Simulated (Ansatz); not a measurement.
Computed with DFT PBE, scalar-relativistic, plane waves, PAW in Ansatz. All cells share a 420 eV cutoff and Γ-centred k meshes spaced at most about 0.3 Å⁻¹ (about 0.25 or finer for metals, 2π included). No spin polarisation in the final relaxations.

These are static total energies at zero pressure. All come from trial cells, and lower structures may exist.

Problem. These unrelaxed guesses for GaSi3S2 are each relaxed within their symmetry. Order them by the energy at which they end, lowest first.
A.

```cif
data_structure
_symmetry_space_group_name_H-M 'Cmmm'
_symmetry_Int_Tables_number 65
_cell_length_a 4.3756
_cell_length_b 9.1021
_cell_length_c 6.2280
_cell_angle_alpha 90.000
_cell_angle_beta 90.000
_cell_angle_gamma 90.000
_cell_volume 248.04
loop_
_atom_site_label
_atom_site_type_symbol
_atom_site_symmetry_multiplicity
_atom_site_Wyckoff_symbol
_atom_site_fract_x
_atom_site_fract_y
_atom_site_fract_z
_atom_site_occupancy
Ga1 Ga 2 c 0.50000 0.00000 0.50000 1
Si1 Si 2 d 0.00000 0.00000 0.50000 1
Si2 Si 4 f 0.25000 0.25000 0.50000 1
S1 S 4 i 0.00000 0.26324 0.00000 1
```

B.

```cif
data_structure
_symmetry_space_group_name_H-M 'P6/mmm'
_symmetry_Int_Tables_number 191
_cell_length_a 5.3840
_cell_length_b 5.3840
_cell_length_c 4.5615
_cell_angle_alpha 90.000
_cell_angle_beta 90.000
_cell_angle_gamma 120.000
_cell_volume 114.51
loop_
_atom_site_label
_atom_site_type_symbol
_atom_site_symmetry_multiplicity
_atom_site_Wyckoff_symbol
_atom_site_fract_x
_atom_site_fract_y
_atom_site_fract_z
_atom_site_occupancy
Ga1 Ga 1 a 0.00000 0.00000 0.00000 1
Si1 Si 3 g 0.50000 0.00000 0.50000 1
S1 S 2 d 0.33333 0.66667 0.50000 1
```

C.

```cif
data_structure
_symmetry_space_group_name_H-M 'P-3m1'
_symmetry_Int_Tables_number 164
_cell_length_a 4.5020
_cell_length_b 4.5020
_cell_length_c 5.6376
_cell_angle_alpha 90.000
_cell_angle_beta 90.000
_cell_angle_gamma 120.000
_cell_volume 98.95
loop_
_atom_site_label
_atom_site_type_symbol
_atom_site_symmetry_multiplicity
_atom_site_Wyckoff_symbol
_atom_site_fract_x
_atom_site_fract_y
_atom_site_fract_z
_atom_site_occupancy
Ga1 Ga 1 b 0.00000 0.00000 0.50000 1
Si1 Si 2 d 0.33333 0.66667 0.72378 1
Si2 Si 1 a 0.00000 0.00000 0.00000 1
S1 S 2 d 0.33333 0.66667 0.21914 1
```

Solution. A (ends in Cmmm, 0 meV/atom), C (ends in P-3m1, 77 meV/atom), B (ends in P6/mmm, 215 meV/atom). Even the lowest end lies +0.31 eV/atom against the elements.

In Cmmm, P-3m1, P6/mmm an odd number of electrons in the primitive cell allows no gap without spin; a larger cell or a magnetic state could open one. A magnetic state wasn't ruled out in cells without spin, among them Cmmm, P-3m1, P6/mmm. Cells relaxed within their symmetry can be saddle points. Some types were kept out of the candidates beforehand, so the set may lack a known form.
